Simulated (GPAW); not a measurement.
**Moving the choice of potentials or basis in NbTe**

It takes space group Pm-3m (No. 221, cubic). The conventional cell has a = 3.426 Å, b = 3.426 Å, c = 3.426 Å, α = 90.00°, β = 90.00°, γ = 90.00°. Around Nb (site symmetry m-3m) lie 8 Te at 2.97 Å. Te (site symmetry m-3m) has 8 Nb at 2.97 Å as nearest neighbours.

The cell comes from a database or a generator and needn't be the stable form of this composition.

Kept alike: task band structure; functional PBE; k mesh 8 × 8 × 8; occupations fermi-dirac, width 0.05 eV; no spin polarisation. Program: GPAW, cutoff 600 eV. The mesh is that of the run's cell of 2 atoms. No spin-orbit coupling.

| choice of potentials or basis | pressure (GPa) |
| --- | --- |
| GPAW PAW data sets (gpaw-data 1.2.1) | -1.03 |
| GPAW PAW data sets (gpaw-data 1.2.1), other valence | -1.86 |
| PAW data sets generated for this functional | -1.03 |

Pressure is positive in compression; the values hold the error of the finite cutoff, so their zero can differ a little from the energy's minimum. For a metal such a mesh leaves the last digits unconverged. Runs of this series that gave no sound value for these columns are left out.

Question: What does the choice of potentials or basis change here?

Answer: The pressure runs from -1.86 (GPAW PAW data sets (gpaw-data 1.2.1), other valence) to -1.03 GPa (GPAW PAW data sets (gpaw-data 1.2.1); PAW data sets generated for this functional).
